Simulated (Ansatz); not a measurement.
Na₃SF: start and end of a relaxation

Recipe of this trial structure of Na₃SF: antiperovskite family, tilts a-a-a- (R-3c, No. 167) (A site S; B site F; X site Na). The dimensions are guesses.

start.cif

```cif
data_structure
_symmetry_space_group_name_H-M 'R-3c:H'
_symmetry_Int_Tables_number 167
_cell_length_a 6.5206
_cell_length_b 6.5206
_cell_length_c 15.9720
_cell_angle_alpha 90.000
_cell_angle_beta 90.000
_cell_angle_gamma 120.000
_cell_volume 588.11
loop_
_atom_site_label
_atom_site_type_symbol
_atom_site_symmetry_multiplicity
_atom_site_Wyckoff_symbol
_atom_site_fract_x
_atom_site_fract_y
_atom_site_fract_z
_atom_site_occupancy
Na1 Na 18 e 0.86351 0.19684 0.41667 1
S1 S 6 a 0.00000 0.00000 0.25000 1
F1 F 6 b 0.66667 0.33333 0.33333 1
```

These are results of DFT PBE, scalar-relativistic, plane waves, PAW in Ansatz, not measurements. Cutoff 420 eV, Gaussian smearing, Γ-centred meshes. Cell and atoms relax on a converged mesh. The steps can't lower the symmetry of their start. No spin polarisation.

end.cif

```cif
data_structure
_symmetry_space_group_name_H-M 'R-3c:H'
_symmetry_Int_Tables_number 167
_cell_length_a 6.4183
_cell_length_b 6.4183
_cell_length_c 15.1023
_cell_angle_alpha 90.000
_cell_angle_beta 90.000
_cell_angle_gamma 120.000
_cell_volume 538.78
loop_
_atom_site_label
_atom_site_type_symbol
_atom_site_symmetry_multiplicity
_atom_site_Wyckoff_symbol
_atom_site_fract_x
_atom_site_fract_y
_atom_site_fract_z
_atom_site_occupancy
Na1 Na 18 e 0.56581 0.56581 0.25000 1
S1 S 6 a 0.33333 0.66667 0.41667 1
F1 F 6 b 0.33333 0.66667 0.16667 1
```

The symmetry stays R-3c (No. 167). The volume per atom shrinks by 8.4 %, from 19.6 to 18.0 Å³. The shortest distance goes from 2.31 Å (Na–F) to 2.28 Å (Na–F).

```
Volume per atom                           : 17.96 Å³
Density                                   : 2.22 g/cm³
Formation energy                          : −1.681 eV/atom
Gap on the 6×6×6 mesh of the 10-atom cell : 2.38 eV
```

The zero of energy is the elements' standard structures at the same level (F₂ as a molecule); no fitted shifts are applied. A negative formation energy is needed for stability but isn't enough: competing phases decide.

The last run used Gaussian smearing of 0.02 eV. Kohn–Sham gaps at this level usually fall short of measured ones. The reference form of S is held partly by dispersion forces, which this level lacks. A structure relaxed within its symmetry needn't be a true minimum. In all, the 3 runs took 2.2 min on 1 thread of Arm Neoverse V2, with other jobs on the host.
